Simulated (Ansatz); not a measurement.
**YNb₆Sn₆: the relaxed cell by functional**

The starting cell is an entry of the Crystallography Open Database, a measured cell (2012, 293 K):

```xyz
13
Lattice="5.7498 0.0000 0.0000 -2.8749 4.9795 0.0000 0.0000 0.0000 9.5003" Properties=species:S:1:pos:R:3 pbc="T T T"
Y     0.0000    0.0000    4.7501
Nb    2.8749    0.0000    2.3821
Nb    1.4374    2.4897    2.3821
Nb   -1.4374    2.4897    2.3821
Nb   -1.4374    2.4897    7.1182
Nb    1.4374    2.4897    7.1182
Nb    2.8749    0.0000    7.1182
Sn    0.0000    0.0000    1.6194
Sn    0.0000    0.0000    7.8809
Sn    2.8749    1.6598    0.0000
Sn    0.0000    3.3196    0.0000
Sn    2.8749    1.6598    4.7501
Sn    0.0000    3.3196    4.7501
```

Atoms and cell were relaxed at zero pressure with plane-wave PAW DFT (Ansatz 0.2.0; one set of PAW datasets, made under PBE, for all functionals; 420 eV, r2SCAN 500 eV; 7×7×4 Γ-centred mesh, fermi-dirac occupations of width 0.100 eV; no spin polarisation, no spin-orbit coupling, no dispersion correction), keeping the symmetry (P6/mmm, No. 191).

Question: What cells do LDA, PBEsol, PBE, r2SCAN give?

Answer: The relaxed conventional cells:

```csv
functional,a (Å),c (Å),volume (Å³/atom)
LDA,5.687,9.449,20.36
PBEsol,5.727,9.523,20.81
PBE,5.796,9.643,21.58
r2SCAN,5.781,9.609,21.39
the entry,5.750,9.500,20.92
```

LDA gives the smallest volume and PBE the largest, 6.0 % more, the usual order, since LDA overbinds and PBE's gradient terms loosen the lattice. Against the entry's volume: LDA -2.7 %, PBEsol -0.5 %, PBE +3.1 %, r2SCAN +2.2 %; PBEsol comes nearest.

Caveats: each relaxation keeps the start's symmetry, so a distorted cell may lie lower; computed cells are at 0 K with fixed nuclei, while the entry holds thermal expansion, often some tenths of a per cent in volume and more in soft crystals.
